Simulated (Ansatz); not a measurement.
TeO2:
```cif
data_O8Te4
_chemical_formula_sum 'Te4 O8'
_space_group_name_H-M_alt 'P41212'
_space_group_IT_number 92
_space_group_name_Hall 'P 4abw 2nw'
_cell_length_a 4.84474
_cell_length_b 4.84474
_cell_length_c 7.70328
_cell_angle_alpha 90.000
_cell_angle_beta 90.000
_cell_angle_gamma 90.000
loop_
_atom_site_label
_atom_site_type_symbol
_atom_site_symmetry_multiplicity
_atom_site_Wyckoff_symbol
_atom_site_fract_x
_atom_site_fract_y
_atom_site_fract_z
_atom_site_occupancy
Te1 Te 4 a 0.02992 0.02992 0.00000 1
O1 O 8 b 0.13887 0.26200 0.18402 1
```

Relaxed with r²SCAN. r²SCAN (plane waves, PAW; program Ansatz) gives a gap of 3.43 eV.

Q: What gap does HSE06 give on the same cell (Ansatz, PAW)?

A: 4.16 eV, 0.73 eV more. The hybrid was solved on a coarser mesh and at special points; its gap is the smallest among all of these.

```tsv
k	v1 r²SCAN	c1 r²SCAN	v1 HSE06	c1 HSE06
Γ	-0.24	3.64	?	?
Z	-0.42	4.33	?	?
M	-0.40	4.03	?	?
A	-0.77	4.56	-0.86	5.36
R	-0.43	4.19	-0.44	4.95
X	-0.14	3.82	?	?
```

Q: Top valence (v1) and lowest conduction level (c1) in eV from each method's valence maximum (which need not be a listed point): supply the withheld HSE06 values.

A: 
- Z, v1 HSE06: -0.47
- Z, c1 HSE06: 5.11
- Γ, v1 HSE06: -0.20
- Γ, c1 HSE06: 4.41
- X, v1 HSE06: -0.18
- X, c1 HSE06: 4.57
- M, v1 HSE06: -0.41
- M, c1 HSE06: 4.78

Cost on shared cores: the r²SCAN run (SCF on a 6×6×4 mesh, then bands and DOS) very roughly 4 core-minutes, the HSE06 run (SCF on 4×4×2, then a few points) around 3.0 core-minutes (rough); the tasks are unlike.

Space group P4_12_12. The first step of the workflow began from a Materials Project structure, measured or hypothetical; the Crystallography Open Database files this formula in space group No. 92, but the cells were not matched. Its standing as an ambient phase is unchecked. Symmetry was held in the r²SCAN relaxation; its stability against distortions is not shown here. Spin–orbit coupling is left out wherever it is not named.

Potentials: the later of the program's two PAW sets.
